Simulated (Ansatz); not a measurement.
Relaxed-ion elastic tensor of GaP (zinc blende, F-43m) in GPa (Voigt order), PBEsol in the plane-wave PAW code Ansatz; density 4.16 g/cm³, 20.11 Å³ per atom.

```
 135  60.2  60.2   0.0   0.0   0.0
60.2   135  60.2   0.0   0.0   0.0
60.2  60.2   135   0.0   0.0   0.0
 0.0   0.0   0.0  67.4   0.0   0.0
 0.0   0.0   0.0   0.0  67.4   0.0
 0.0   0.0   0.0   0.0   0.0  67.4
```

### Question
Is the crystal mechanically stable?

### Answer
Yes: the smallest eigenvalue of C is 67.4 GPa.

### Question
Work out the Voigt, Reuss and Hill averages.

### Answer
K_V = 85.0, K_R = 85.0, K_H = 85.0; G_V = 55.3, G_R = 50.9, G_H = 53.1 GPa.

### Question
Give Young's modulus, Poisson's ratio, Pugh's ratio and the universal anisotropy index.

### Answer
E = 9KG/(3K + G) = 132 GPa; ν = 0.24; K/G = 1.60 (brittle by the Pugh limit of 1.75); A_U = 5G_V/G_R + K_V/K_R − 6 = 0.43.

### Question
Estimate the sound speeds and the Debye temperature.

### Answer
v_l = √((K + 4G/3)/ρ) = 6120 m/s, v_t = √(G/ρ) = 3570 m/s, mean 3960 m/s; Θ = (h/k)(3n/4πV)^(1/3) v_m = 434 K.

### Question
Give the Zener ratio and Young's modulus along [100], [110] and [111].

### Answer
A = 2C44/(C11 − C12) = 1.81; 1/E = S11 − 2(S11 − S12 − S44/2)Γ with Γ = 0, 1/4, 1/3 gives 97.5, 138, 160 GPa.

### Question
Solve the Christoffel equation for the three sound speeds along [100], [110], [111].

### Answer
Eigenvalues of C_ijkl n_j n_l equal ρv² (piezoelectric stiffening left out). In km/s, slowest first: [100] 4.03, 4.03, 5.69; [110] 2.99, 4.03, 6.30; [111] 3.37, 3.37, 6.49.

Symmetry was held in the PBEsol relaxation. Scalar-relativistic: spin–orbit coupling is off unless named, which matters more the heavier the elements.

Potentials: the earlier of the program's two PAW sets. The files were generated under PBE; for other functionals the program regenerates the frozen cores, and for LDA and PBEsol the local potential too.
